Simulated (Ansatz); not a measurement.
Be3N2:
```xyz
5
Lattice="1.4175 0.8184 4.8523 -1.4175 0.8184 4.8523 0.0000 -1.6368 4.8523" Properties=species:S:1:pos:R:3 pbc="T T T"
Be     0.0000     0.0000     2.0539
Be     0.0000     0.0000     9.9329
Be     0.0000     0.0000    13.2628
N      0.0000     0.0000    11.5846
N      0.0000     0.0000     4.2437
```

x, y and z are the axes in which the lattice vectors are written.

Question: Give the proper piezoelectric stress tensor with relaxed ions from PBEsol (plane waves, PAW; program Ansatz).

Answer: In C/m², rows x, y, z, Voigt columns; mesh uncertainty up to 0.00.
```
 0.00   0.00   0.00   0.00   0.42  -0.55
-0.55   0.55   0.00   0.42   0.00   0.00
 0.86   0.86  -2.02   0.00   0.00   0.00
```

The elastic tensor of the same run (GPa):

|  | 1 | 2 | 3 | 4 | 5 | 6 |
|---|---|---|---|---|---|---|
| 1 | 460 | 133 | 86.9 | -3.9 | 0.0 | 0.0 |
| 2 | 133 | 460 | 86.9 | 3.9 | 0.0 | 0.0 |
| 3 | 86.9 | 86.9 | 417 | 0.0 | 0.0 | 0.0 |
| 4 | -3.9 | 3.9 | 0.0 | 154 | 0.0 | 0.0 |
| 5 | 0.0 | 0.0 | 0.0 | 0.0 | 154 | -3.9 |
| 6 | 0.0 | 0.0 | 0.0 | 0.0 | -3.9 | 164 |

Question: Convert to strain constants d = e·S.

Answer: In pC/N:
```
 0.0   0.0   0.0   0.0   2.7  -3.3
-1.6   1.6   0.0   2.7   0.0   0.0
 2.3   2.3  -5.8   0.0   0.0   0.0
```

Space group R3m. The workflow started from a Materials Project entry (that database holds measured and hypothetical structures alike); the Crystallography Open Database copy checked does not list it. COD files the formula under space group No. 206. Whether it is the stable phase at ambient conditions was not checked. The PBEsol relaxation kept the symmetry of its start; its stability against distortions is not shown here. Signs of piezoelectric constants follow the polarity of the cell as given.

Potentials: the later of the program's two PAW sets.
